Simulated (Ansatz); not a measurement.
Values for one crystal, relaxed and computed with plane-wave PAW LDA (Ansatz code); other levels are named.

| Property | Result |
|---|---|
| Volume per atom | 21.46 Å³ |
| Band gap | 1.85 eV (indirect) |
| Formation energy from the elements (no fitted shifts) | -0.87 eV/atom |
| Electron effective mass | 0.40, 0.46, 2.3 mₑ (principal values) |
| Pressure derivative B′ | 5.2 |
| Hole effective mass | 0.52, 1.6, 19 mₑ (principal values) |
| Smallest direct gap on the standard path | 1.86 eV |

Which of these materials gives this?
A. WS2, P6_3/mmc (W on 2c, S on 4f)
B. Na4Ge2PbS6, C2 (Pearson symbol mS26)
C. Rb2NiP2, Cmcm (Rb on 4c, Rb on 4c, Ni on 4a, P on 8g)
D. GaAs, zinc blende

B, Na4Ge2PbS6, C2 (Pearson symbol mS26)

The first step of the workflow began from a Materials Project structure, measured or hypothetical; the Crystallography Open Database copy checked does not list it. With Na and Pb taken as one species the cell has the higher symmetry C2/m, so it may be an ordered model of a mixed-site phase. Whether it is the stable phase at ambient conditions was not checked. Symmetry was held in the LDA relaxation; its stability against distortions is not shown here. The references are the lowest solids computed at this level, not always the standard phases. Scalar-relativistic: spin–orbit coupling is off unless named, which matters more the heavier the elements.

Potentials: the later of the program's two PAW sets.
